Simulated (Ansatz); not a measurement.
# Contact densities of ZrZn against volume

```
Zr Zn
1.0
     3.33600    0.00000    0.00000
     0.00000    3.33600    0.00000
     0.00000    0.00000    3.33600
Zr Zn
1 1
Direct
  0.50000 0.50000 0.50000
  0.00000 0.00000 0.00000
```

Atom numbers follow the list: Zr1, Zn2.

The cell comes from COD entry 1540230, which wasn't checked; take it as a given geometry.

All numbers below come from Ansatz 0.2.0, DFT, PBEsol, all-electron PAW with datasets made for the crystal, scalar-relativistic.

The runs use a Γ-centred 10×10×10 k mesh, Fermi–Dirac smearing of 0.08 eV, cutoff 240 eV (chosen by the program for this cell), no spin polarisation.

The contact density is the mean electron density over the nuclear volume; its changes set Mössbauer isomer shifts. Changes below are taken from the unscaled cell, where it is 489777 e/Å³ at Zr1, 166359 e/Å³ at Zn2.

The datasets are made afresh for each cell, so very small changes are uncertain.

**Question.** Does compression raise or lower the contact density at Zn2?

**Answer.** It raises it, by 4.06 e/Å³ over the whole range.

**Question.** Tabulate the changes with volume.

**Answer.** 
```tsv
V/V(cell)	P (GPa)	Δρ(0) Zr1 (e/Å³)	Δρ(0) Zn2 (e/Å³)
0.9400	2.8	1.20	2.22
0.9600	0.2	0.78	1.43
0.9800	-2.1	0.38	0.69
0.9900	-3.2	0.19	0.34
1.0000	-4.2	0.00	0.00
1.0100	-5.2	-0.18	-0.33
1.0200	-6.1	-0.37	-0.65
1.0400	-7.8	-0.72	-1.26
1.0600	-9.3	-1.05	-1.84
```
